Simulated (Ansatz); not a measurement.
Relaxed candidate structures of Ti$_{3}$AlC:

A. Pm-3m (No. 221), cP5, anti-perovskite type; a = b = c = 4.1407 Å, α = β = γ = 90.00°; Ti 3c (0.000, 0.500, 0.500); Al 1a (0.000, 0.000, 0.000); C 1b (0.500, 0.500, 0.500)

B. R-3, hexagonal axes (No. 148), hR10; a = 5.243 Å, b = 5.243 Å, c = 19.847 Å, α = 90.00°, β = 90.00°, γ = 120.00°; C 6c (0.000, 0.000, 0.338); Ti 18f (0.345, 0.008, 0.057); Al 6c (0.000, 0.000, 0.164)

C. Amm2 (No. 38), oS10; a = 3.075 Å, b = 6.490 Å, c = 7.069 Å, α = β = γ = 90.00°; Ti 2b (0.500, 0.500, 0.881); Ti 4d (0.000, 0.282, 0.175); Al 2b (0.500, 0.500, 0.460); C 2b (0.500, 0.500, 0.173)

D. R-3c, hexagonal axes (No. 167), hR10; a = 7.5069 Å, b = 7.5069 Å, c = 8.6732 Å, α = 90.00°, β = 90.00°, γ = 120.00°; C 6a (0.000, 0.000, 0.250); Al 6b (0.000, 0.000, 0.000); Ti 18e (0.263, 0.263, 0.250)

Question: Put the candidates in order of energy per atom, lowest first, for PBEsol (plane waves to 420 eV, PAW, scalar-relativistic; Ansatz, an electronic-structure program).

Answer: A (reference, the lowest of the structures calculated here), C (+0.21 eV/atom), B (+0.30 eV/atom), D (+0.53 eV/atom)

Each run could gain symmetry but not lose that of its start, so entries can be saddle points. From databases, or of a type measured for this composition: Pm-3m, cP5, anti-perovskite type; the others are generated cells (placed on structure types, drawn at random, substituted or restacked) that were not matched to a known phase here. Energies are at zero temperature and pressure, without zero-point motion. Each cell has its own k-point mesh; energy differences are given only to the digits this allows. No spin polarisation in the result.
